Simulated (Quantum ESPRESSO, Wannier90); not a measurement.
## Wannier functions of ZrO2 (P4₂/nmc)

```
CELL_PARAMETERS angstrom
      3.60017     0.00000     0.00000
      0.00000     3.60017     0.00000
      0.00000     0.00000     5.22516
ATOMIC_POSITIONS crystal
  Zr 0.00000 0.00000 0.00000
  Zr 0.50000 0.50000 0.50000
  O  0.00000 0.50000 0.30177
  O  0.00000 0.50000 0.80177
  O  0.50000 0.00000 0.19823
  O  0.50000 0.00000 0.69823
```

Materials Project entry mp-2574; symmetrised, unrelaxed at this level. COD (Crystallography Open Database) has the formula in 4 space groups, this one among them (matched by group alone). Level: PBE, no spin polarisation, no spin-orbit coupling; pw.x of Quantum ESPRESSO at 68 Ry with PseudoDojo potentials, 6×6×4 k-points, Wannier90. Density: 8×8×6 mesh, cold smearing 0.01 Ry.

Functional, cutoff and mesh named above are those of the base row (1); the first column says what each row takes instead. Model: 16 functions from bands 9-24, start SCDM (isolated) (the valence bands). Energies are relative to the valence-band maximum; the misfit is to pw.x on a path, for all bands of the set. The lattice is scaled uniformly, fractional positions fixed. Ω_total can sit in another minimum from row to row; Ω_I of an isolated set cannot.

```
scale  Ω_I (Å²)  Ω_total (Å²)  rms misfit (meV)  gap (eV)  bottom of band 9 (eV)
-----  --------  ------------  ----------------  --------  ---------------------
0.95      13.81         15.49               0.7      4.49                 -18.15
0.975     13.67         15.31               0.7      4.29                 -17.80
1         13.64         15.25               0.6      4.07                 -17.46
1.025     13.72         15.30               0.5      3.79                 -17.19
1.05      13.91         15.45               0.5      3.52                 -16.93
```
